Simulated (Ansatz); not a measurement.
Here is the system:

InCu₂:
```xyz
6
Lattice="4.4147 0.0000 0.0000 -2.2073 3.8232 0.0000 0.0000 0.0000 5.2860" Properties=species:S:1:pos:R:3 pbc="T T T"
Cu     0.0000     2.5488     1.3215
Cu     2.2073     1.2744     3.9645
Cu     0.0000     0.0000     0.0000
Cu     0.0000     0.0000     2.6430
In     0.0000     2.5488     3.9645
In     2.2073     1.2744     1.3215
```

This is the r²SCAN-relaxed structure.

### Question
All from r²SCAN (plane waves, PAW; program Ansatz), unless another level is named. Predict the formation energy from the elements (no fitted shifts).

### Answer
0.065 eV/atom.

### Question
Next, the density of states at the Fermi level?

### Answer
0.18 states/eV per atom (mean over ±0.08 eV).

Space group P6_3/mmc. The workflow started from an entry of the Crystallography Open Database (COD). Whether it is the stable phase at ambient conditions was not checked. The cell was relaxed with r²SCAN under the symmetry of its start; whether a distortion lowers the energy is not shown. The run is not spin-polarised. The references are the lowest solids computed at this level, not always the standard phases. Scalar-relativistic: spin–orbit coupling is off unless named, which matters more the heavier the elements.

Potentials: the later of the program's two PAW sets.
